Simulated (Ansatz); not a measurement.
Cs:
```xyz
2
Lattice="-2.5115 2.5115 9.0938 2.5115 -2.5115 9.0938 2.5115 2.5115 -9.0938" Properties=species:S:1:pos:R:3 pbc="T T T"
Cs     2.5115     0.0000     4.5469
Cs     0.0000     0.0000     9.0938
```

Relaxed with PBEsol. Special points in fractions of this cell's reciprocal vectors: Γ (0.000, 0.000, 0.000); X (0.000, 0.000, 0.500); P (0.250, 0.250, 0.250); N (0.000, 0.500, 0.000); M (0.500, 0.500, -0.500); S (0.269, 0.731, -0.269); S0 (-0.269, 0.269, 0.269); R (-0.038, 0.038, 0.500); G (0.500, 0.500, -0.038).

**Question.** List the band energies nearest the Fermi level at these points for plane-wave PAW PBEsol (Ansatz code).

**Answer.** In eV from the Fermi level; about four levels below and three above (degenerate sets whole), none deeper than 8.9 eV; points with the same levels are listed once.

| k | below | above |
|---|---|---|
| Γ | -1.69 -0.07 | 0.68 1.55 1.56 |
| X | – | 0.49 0.49 1.24 1.24 |
| P | – | 0.50 0.50 1.16 1.16 |
| N | -0.14 | 0.36 0.39 1.12 |
| M | -1.10 -1.10 | 1.23 1.23 1.90 1.90 |
| S | -0.08 | 0.20 0.42 1.14 |
| R | – | 0.49 0.49 1.22 1.22 |

Space group I4_1/amd. The workflow started from a Materials Project entry (that database holds measured and hypothetical structures alike); the Crystallography Open Database copy checked does not list it. It is not the phase usual at ambient conditions (space group No. 229). The cell was relaxed with PBEsol under the symmetry of its start; whether a distortion lowers the energy is not shown. Spin–orbit coupling is left out wherever it is not named.

Potentials: the earlier of the program's two PAW sets. The files were generated under PBE; for other functionals the program regenerates the frozen cores, and for LDA and PBEsol the local potential too.
